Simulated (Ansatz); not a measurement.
A relaxed cell of InGaSe is given with its symmetry left out. The cell was found from a structure generator's guess, not taken from experiment.

Computed with DFT PBE, scalar-relativistic, plane waves, PAW (Ansatz 0.2.0). Cutoff 420 eV, Γ-centred mesh, Gaussian smearing, no spin polarisation.

```
In Ga Se
1.0
     4.19503    0.00000    0.00000
     0.00000    4.19503    0.00000
     0.00000    0.00000    4.95024
In Ga Se
1 1 1
Direct
  0.00000 0.00000 0.00000
  0.50000 0.50000 0.00000
  0.50000 0.50000 0.50000
```

Energies over the elements count from the elements' standard structures at the same level, with no fitted energy shifts.

Q: What space group does it have?

A: P4/mmm (No. 123). Conventional cell: a = 4.195 Å, c = 4.950 Å. Around In lie 4 Ga at 2.97 Å; around Ga lie 2 Se at 2.48 Å and 4 In at 2.97 Å; Se is surrounded by 2 Ga at 2.48 Å.

Q: How far does it lie from the elements in energy?

A: +0.02 eV/atom. The formation energy is too near zero to say whether this cell lies below the elements.

Q: Is it a metal?

A: Yes, bands cross the Fermi level on the 12×12×10 mesh.

The last run used a 12×12×10 mesh (in the run's order of axes) for its 3-atom cell and Gaussian smearing of 0.10 eV. The k mesh leaves some 4 meV/atom of noise in the energy of each metallic cell. The reference form of Se is held partly by dispersion forces, which this level lacks. Symmetry constrained the relaxation, so the result can be a saddle point. Another cell of InGaSe relaxed alike, in P6_3/mmc, lies 133 meV/atom lower, so this cell isn't the stable form at this level.
